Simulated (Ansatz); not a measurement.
Rb:
```yaml
crystal:
  lattice:
    - [-2.83547, 2.83547, 2.83547]
    - [2.83547, -2.83547, 2.83547]
    - [2.83547, 2.83547, -2.83547]
  atoms:
    - { symbol: Rb, position: [0.00000, 0.00000, 0.00000] }
```

Relaxed with PBE. Special points in fractions of this cell's reciprocal vectors: Γ (0.000, 0.000, 0.000); H (0.500, -0.500, 0.500); N (0.000, 0.000, 0.500); P (0.250, 0.250, 0.250).

### Question
List the band energies nearest the Fermi level at these points for the program Ansatz at the PBE level (PAW).

### Answer
In eV from the Fermi level; about four levels below and three above (degenerate sets whole), none deeper than 8.9 eV; points with the same levels are listed once.

| k | below | above |
|---|---|---|
| Γ | -1.97 | 3.67 3.67 3.67 |
| H | – | 1.26 1.26 3.24 3.24 3.24 |
| N | – | 0.24 0.78 2.58 |
| P | – | 1.29 1.29 1.29 |

Space group Im-3m (bcc (W type)). The cell was relaxed with PBE under the symmetry of its start. Spin–orbit coupling is left out wherever it is not named.

Potentials: the earlier of the program's two PAW sets.
